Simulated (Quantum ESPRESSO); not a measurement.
# Si2GaO5F: finding a planted mistake in a log

A calculation, not a measurement. The program is pw.x of Quantum ESPRESSO 7.5 (plane-wave density functional theory). The cell is made up: 9 atoms on a quartz lattice, with randomly drawn elements, strain and displacements, not relaxed. PseudoDojo standard norm-conserving files (v0.5 for PBE, v0.4.1 for LDA and PBEsol) set the functional; there is no spin polarisation, spin-orbit coupling or dispersion term, and the masses in the input are unused placeholders.

Intended input:

```
&control calculation='scf', pseudo_dir='./dojo.nc.sr.pbe.v0_5.standard.upf', outdir='./o', disk_io='medium', tprnfor=.true., tstress=.true. /
&system ibrav=0, nat=9, ntyp=4, nbnd=35, ecutwfc=84.00895049, nosym=.true., tot_charge=0,
 occupations='smearing', smearing='fd', degauss=0.0018374661
/
&electrons conv_thr=7.350e-09, electron_maxstep=60, /
ATOMIC_SPECIES
F 1.0 F.upf
Ga 1.0 Ga.upf
O 1.0 O.upf
Si 1.0 Si.upf
CELL_PARAMETERS angstrom
5.0567 -0.0831 -0.0208
-2.6003 4.3628 0.0441
-0.0228 0.0427 5.5865
ATOMIC_POSITIONS angstrom
Si 2.3471 -0.0029 3.6759
Ga -1.2145 2.1193 1.8943
Si 1.3563 2.2844 0.0279
O 1.3845 1.1449 4.4025
O 3.2763 0.5913 2.5448
O 2.7452 2.5035 0.6568
F 0.2539 1.7917 1.2077
O -1.1973 3.203 3.0489
O 0.7565 3.6799 4.9397
K_POINTS automatic
5 5 4 1 1 1
```

The log is shortened where brackets say so; the opening notice, blank lines, dates and the lines on written files are dropped, and the path of the files is cut. It prints rydbergs, bohrs and kilobars, and counts compression as positive stress. Where no state is partly filled, the Fermi energy that it prints is only some level between the filled and the empty states on the mesh, and need not lie in the true gap.

Log of the intended run:

```
     Program PWSCF v.7.5
     Parallel version (MPI & OpenMP), running on       1 processor cores
     Number of MPI processes:                 1
     Threads/MPI process:                     1
     [start-up lines left out]
     bravais-lattice index     =            0
     lattice parameter (alat)  =       9.5571  a.u.
     unit-cell volume          =     823.4958 (a.u.)^3
     number of atoms/cell      =            9
     number of atomic types    =            4
     number of electrons       =        58.00
     number of Kohn-Sham states=           35
     kinetic-energy cutoff     =      84.0090  Ry
     charge density cutoff     =     336.0358  Ry
     scf convergence threshold =      7.3E-09
     mixing beta               =       0.7000
     number of iterations used =            8  plain     mixing
     Exchange-correlation= PBE
                           (   1   4   3   4   0   0   0)
     [axes and pseudopotential details left out]
   Cartesian axes
     site n.     atom                  positions (alat units)
         1        Si     tau(   1) = (   0.4640899  -0.0005734   0.7268323  )
         2        Ga     tau(   2) = (  -0.2401419   0.4190472   0.3745582  )
         3        Si     tau(   3) = (   0.2681799   0.4516923   0.0055166  )
         4        O      tau(   4) = (   0.2737559   0.2263800   0.8705022  )
         5        O      tau(   5) = (   0.6478197   0.1169172   0.5031809  )
         6        O      tau(   6) = (   0.5428058   0.4950147   0.1298684  )
         7        F      tau(   7) = (   0.0502034   0.3542712   0.2387974  )
         8        O      tau(   8) = (  -0.2367410   0.6333262   0.6028561  )
         9        O      tau(   9) = (   0.1495820   0.7276232   0.9767222  )
     number of k points=    50  Fermi-Dirac smearing, width (Ry)=  0.0018
                       cart. coord. in units 2pi/alat
        k(    1) = (   0.1033749   0.1764002   0.1122354), wk =   0.0400000
        k(    2) = (   0.1042772   0.1746501   0.3385759), wk =   0.0400000
     [further k points left out]
     Dense  grid:    85617 G-vectors     FFT dimensions: (  60,  60,  64)
     Estimated max dynamical RAM per process >     115.60 MB
     Initial potential from superposition of free atoms
     starting charge      57.9961, renormalised to      58.0000
     Starting wfcs are   41 randomized atomic wfcs
     total cpu time spent up to now is       16.9 secs
     per-process dynamical memory:    70.8 Mb
     Self-consistent Calculation
     iteration #  1     ecut=    84.01 Ry     beta= 0.70
     Davidson diagonalization with overlap
     ethr =  1.00E-02,  avg # of iterations =  3.1
     total cpu time spent up to now is       55.6 secs
     total energy              =    -384.02564323 Ry
     estimated scf accuracy    <       2.38314501 Ry
     iteration #  2     ecut=    84.01 Ry     beta= 0.70
     Davidson diagonalization with overlap
     ethr =  4.11E-03,  avg # of iterations =  2.0
     total cpu time spent up to now is       96.9 secs
     total energy              =    -384.70831372 Ry
     estimated scf accuracy    <       1.70497283 Ry
     [iterations 3 to 10 left out]
     iteration # 11     ecut=    84.01 Ry     beta= 0.70
     Davidson diagonalization with overlap
     ethr =  5.56E-11,  avg # of iterations =  2.0
     total cpu time spent up to now is      467.0 secs
     total energy              =    -385.02921177 Ry
     estimated scf accuracy    <          7.9E-09 Ry
     iteration # 12     ecut=    84.01 Ry     beta= 0.70
     Davidson diagonalization with overlap
     ethr =  1.36E-11,  avg # of iterations =  2.0
     total cpu time spent up to now is      503.5 secs
     End of self-consistent calculation
     [lines on levels left out]
     the Fermi energy is     4.2370 ev
!    total energy              =    -385.02921177 Ry
     estimated scf accuracy    <          2.2E-10 Ry
     smearing contrib. (-TS)   =       0.00000000 Ry
     internal energy E=F+TS    =    -385.02921177 Ry
     The total energy is F=E-TS. E is the sum of the following terms:
     one-electron contribution =    -246.82134724 Ry
     hartree contribution      =     158.93765189 Ry
     xc contribution           =    -102.17405371 Ry
     ewald contribution        =    -194.97146272 Ry
     convergence has been achieved in  12 iterations
     Forces acting on atoms (cartesian axes, Ry/au):
     atom    1 type  4   force =    -0.01233565   -0.03827073    0.05033586
     atom    2 type  2   force =    -0.14985107   -0.08440060   -0.04845029
     atom    3 type  4   force =     0.00403284   -0.01540111   -0.16255029
     atom    4 type  3   force =    -0.00419617    0.01617414    0.05041343
     atom    5 type  3   force =    -0.02704415   -0.12850220    0.03612682
     atom    6 type  3   force =    -0.03978586    0.04230211   -0.06983698
     atom    7 type  1   force =     0.23605756   -0.05958765   -0.11614419
     atom    8 type  3   force =     0.04068974    0.26398542    0.26744276
     atom    9 type  3   force =    -0.04756724    0.00370063   -0.00733713
     Total force =     0.557078     Total SCF correction =     0.000041
     Computing stress (Cartesian axis) and pressure
          total   stress  (Ry/bohr**3)                   (kbar)     P=      156.85
   0.00124149   0.00013001  -0.00017670          182.63       19.12      -25.99
   0.00013001   0.00091114   0.00023959           19.12      134.03       35.25
  -0.00017670   0.00023959   0.00104617          -25.99       35.25      153.90
     init_run     :     15.74s CPU     16.78s WALL (       1 calls)
     electrons    :    462.96s CPU    486.61s WALL (       1 calls)
     forces       :      5.69s CPU      5.77s WALL (       1 calls)
     stress       :     23.12s CPU     23.26s WALL (       1 calls)
     [timing details left out]
     PWSCF        :   8m27.97s CPU   8m53.38s WALL
     JOB DONE.
```

A second run was made from an input with one planted mistake. Its log:

```
     Program PWSCF v.7.5
     Parallel version (MPI & OpenMP), running on       4 processor cores
     Number of MPI processes:                 4
     Threads/MPI process:                     1
     [start-up lines left out]
     bravais-lattice index     =            0
     lattice parameter (alat)  =       9.7463  a.u.
     unit-cell volume          =     873.3884 (a.u.)^3
     number of atoms/cell      =            9
     number of atomic types    =            4
     number of electrons       =        58.00
     number of Kohn-Sham states=           35
     kinetic-energy cutoff     =      84.0090  Ry
     charge density cutoff     =     336.0358  Ry
     scf convergence threshold =      7.3E-09
     mixing beta               =       0.7000
     number of iterations used =            8  plain     mixing
     Exchange-correlation= PBE
                           (   1   4   3   4   0   0   0)
     [axes and pseudopotential details left out]
   Cartesian axes
     site n.     atom                  positions (alat units)
         1        Si     tau(   1) = (   0.4640973  -0.0005817   0.7268389  )
         2        Ga     tau(   2) = (  -0.2401339   0.4190564   0.3745585  )
         3        Si     tau(   3) = (   0.2681899   0.4516883   0.0055259  )
         4        O      tau(   4) = (   0.2737546   0.2263870   0.8705121  )
         5        O      tau(   5) = (   0.6478283   0.1169162   0.5031857  )
         6        O      tau(   6) = (   0.5428170   0.4950229   0.1298681  )
         7        F      tau(   7) = (   0.0501984   0.3542775   0.2387961  )
         8        O      tau(   8) = (  -0.2367408   0.6333253   0.6028650  )
         9        O      tau(   9) = (   0.1495868   0.7276338   0.9767255  )
     number of k points=    50  Fermi-Dirac smearing, width (Ry)=  0.0018
                       cart. coord. in units 2pi/alat
        k(    1) = (   0.1033731   0.1763975   0.1122374), wk =   0.0400000
        k(    2) = (   0.1042748   0.1746457   0.3385775), wk =   0.0400000
     [further k points left out]
     Dense  grid:    90935 G-vectors     FFT dimensions: (  60,  60,  64)
     Estimated max dynamical RAM per process >     200.19 MB
     Estimated total dynamical RAM >     734.15 MB
     Initial potential from superposition of free atoms
     starting charge      57.9961, renormalised to      58.0000
     Starting wfcs are   41 randomized atomic wfcs
     total cpu time spent up to now is        4.1 secs
     per-process dynamical memory:   152.6 Mb
     Self-consistent Calculation
     iteration #  1     ecut=    84.01 Ry     beta= 0.70
     Davidson diagonalization with overlap
     ethr =  1.00E-02,  avg # of iterations =  3.0
     total cpu time spent up to now is       11.5 secs
     total energy              =    -384.05065914 Ry
     estimated scf accuracy    <       2.35585795 Ry
     iteration #  2     ecut=    84.01 Ry     beta= 0.70
     Davidson diagonalization with overlap
     ethr =  4.06E-03,  avg # of iterations =  2.0
     total cpu time spent up to now is       18.2 secs
     total energy              =    -384.70626616 Ry
     estimated scf accuracy    <       1.89659855 Ry
     [iterations 3 to 10 left out]
     iteration # 11     ecut=    84.01 Ry     beta= 0.70
     Davidson diagonalization with overlap
     ethr =  2.88E-11,  avg # of iterations =  3.8
     total cpu time spent up to now is       76.9 secs
     total energy              =    -385.06362614 Ry
     estimated scf accuracy    <       0.00000001 Ry
     iteration # 12     ecut=    84.01 Ry     beta= 0.70
     Davidson diagonalization with overlap
     ethr =  1.89E-11,  avg # of iterations =  2.0
     total cpu time spent up to now is       82.8 secs
     End of self-consistent calculation
     [lines on levels left out]
     the Fermi energy is     3.4215 ev
!    total energy              =    -385.06362614 Ry
     estimated scf accuracy    <          2.6E-10 Ry
     smearing contrib. (-TS)   =       0.00000000 Ry
     internal energy E=F+TS    =    -385.06362614 Ry
     The total energy is F=E-TS. E is the sum of the following terms:
     one-electron contribution =    -252.83752866 Ry
     hartree contribution      =     160.79633319 Ry
     xc contribution           =    -101.83680195 Ry
     ewald contribution        =    -191.18562873 Ry
     convergence has been achieved in  12 iterations
     Forces acting on atoms (cartesian axes, Ry/au):
     atom    1 type  4   force =    -0.00772897   -0.03207164    0.03255487
     atom    2 type  2   force =    -0.14479124   -0.07140395   -0.02936185
     atom    3 type  4   force =     0.02344773   -0.00415038   -0.15482211
     atom    4 type  3   force =     0.01227910    0.01297415    0.05291288
     atom    5 type  3   force =    -0.03832445   -0.10464176    0.04980887
     atom    6 type  3   force =    -0.06000803    0.02398887   -0.06070808
     atom    7 type  1   force =     0.20179060   -0.04183574   -0.10868565
     atom    8 type  3   force =     0.05727148    0.23593534    0.22586224
     atom    9 type  3   force =    -0.04393622   -0.01879488   -0.00756118
     Total force =     0.496057     Total SCF correction =     0.000026
     Computing stress (Cartesian axis) and pressure
          total   stress  (Ry/bohr**3)                   (kbar)     P=       50.77
   0.00050614   0.00011452  -0.00018063           74.46       16.85      -26.57
   0.00011452   0.00020600   0.00018026           16.85       30.30       26.52
  -0.00018063   0.00018026   0.00032316          -26.57       26.52       47.54
     init_run     :      3.55s CPU      3.70s WALL (       1 calls)
     electrons    :     78.34s CPU     78.69s WALL (       1 calls)
     forces       :      1.15s CPU      1.15s WALL (       1 calls)
     stress       :      3.97s CPU      3.97s WALL (       1 calls)
     [timing details left out]
     PWSCF        :   1m27.47s CPU   1m28.01s WALL
     JOB DONE.
```

Question: what was wrong in the second input?

Answer: the cell and the positions are scaled by a wrong factor. The input lines that differ, file-writing options aside:

```
- 5.0567 -0.0831 -0.0208
+ 5.1568 -0.0847 -0.0212
- -2.6003 4.3628 0.0441
+ -2.6518 4.4492 0.045
- -0.0228 0.0427 5.5865
+ -0.0233 0.0435 5.6971
- Si 2.3471 -0.0029 3.6759
+ Si 2.3936 -0.003 3.7487
- Ga -1.2145 2.1193 1.8943
+ Ga -1.2385 2.1613 1.9318
- Si 1.3563 2.2844 0.0279
+ Si 1.3832 2.3296 0.0285
- O 1.3845 1.1449 4.4025
+ O 1.4119 1.1676 4.4897
- O 3.2763 0.5913 2.5448
+ O 3.3412 0.603 2.5952
- O 2.7452 2.5035 0.6568
+ O 2.7996 2.5531 0.6698
- F 0.2539 1.7917 1.2077
+ F 0.2589 1.8272 1.2316
- O -1.1973 3.203 3.0489
+ O -1.221 3.2664 3.1093
- O 0.7565 3.6799 4.9397
+ O 0.7715 3.7528 5.0375
```

```
                                            intended run  run with the mistake
                          free energy (eV)     -5238.589             -5239.058
                    smearing term -TS (eV)        0.0000                0.0000
                            pressure (GPa)         15.69                  5.08
            largest force component (eV/Å)         6.876                 6.066
largest change of a force component (eV/Å)                               1.069
                                iterations            12                    12
```

For scale, a rerun of the intended cell at a cutoff of 1437 eV and k mesh 7 x 7 x 6 moved values by no more than 0.003 eV in energy, 0.02 GPa in stress and 0.003 eV/Å in force.